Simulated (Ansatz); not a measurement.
**What DFT gives for Si3N4**

```xyz
14
Lattice="0.0000 3.7947 3.7947 3.7947 0.0000 3.7947 3.7947 3.7947 0.0000" Properties=species:S:1:pos:R:3 pbc="T T T"
Si    4.7434    4.7434    4.7434
Si    4.7434    2.8460    2.8460
Si    2.8460    2.8460    4.7434
Si    2.8460    4.7434    2.8460
N     2.8900    2.8900    2.8900
N     6.5967    4.7874    4.7874
N     4.6993    4.6993    2.8900
N     4.7874    6.5967    4.7874
N     2.8900    4.6993    4.6993
N     6.5967    6.5967    6.5967
N     4.6993    2.8900    4.6993
N     4.7874    4.7874    6.5967
Si    0.0000    0.0000    0.0000
Si    1.8973    1.8973    1.8973
```

The numbers come from plane-wave PAW DFT (Ansatz): r2SCAN, no spin polarisation, 500 eV, 6×6×6 Γ-centred k points, fermi-dirac occupations (width 0.0439 eV). Nothing was relaxed.

Q: What is the band gap?

A: The gap is 4.24 eV, indirect (the least direct gap found is 4.25 eV).

Q: What is the formation energy?

A: -1.09 eV an atom against the elements' usual phases (free molecules for gases, crystals otherwise, with no correction for O₂ or N₂), so it is bound against them; other compounds may still compete. Relaxing would lower it.

Q: Is the cell too large or too small?

A: The pressure is 19.3 GPa (compression positive), so with the atoms held at these fractions the cell would first expand; the forces are large, so a full relaxation may end otherwise.

Q: How is the charge shared?

A: Bader charges in e: Si +3.23, N -2.42. In the mean Si gives up most and N takes most.

Q: Which atom feels the largest force, and which way?

A: The largest is on N5 (and as large on other atoms): 1.02 eV/Å, components (0.59, 0.59, 0.59). It makes 180° with the line to a nearest neighbour, Si14 at 1.72 Å, pointing away from it.

Origin: a known structure type with other elements, at an estimated volume, so it need not be a known compound. Caveats: atoms or cell far from equilibrium.

It took 2.6 min on 1 thread of Arm Neoverse V2, with other jobs on the host, peak memory 0.65 GiB, starting from a saved density. The time holds forces, stress, Bader, DOS, bands, ELF.
